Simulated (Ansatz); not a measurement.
Data:

Bi:
```xyz
2
Lattice="2.2670 1.3088 4.1247 -2.2670 1.3088 4.1247 0.0000 -2.6177 4.1247" Properties=species:S:1:pos:R:3 pbc="T T T"
Bi     0.0000     0.0000     2.8658
Bi     0.0000     0.0000     9.5082
```

This is the r²SCAN-relaxed structure.

Q: All from the program Ansatz at the r²SCAN level (PAW), unless another level is named. Predict the HSE06 gap on the r²SCAN cell.

A: 0.09 eV (a hybrid on a coarse mesh can open a false gap in a semimetal).

Q: And the gap with spin–orbit coupling?

A: none (metallic).

Space group R-3m (A7 (α-As type)). Symmetry was held in the r²SCAN relaxation; of distortions, only those at the zone centre were tested. Spin–orbit coupling is left out wherever it is not named.

Potentials: the later of the program's two PAW sets.
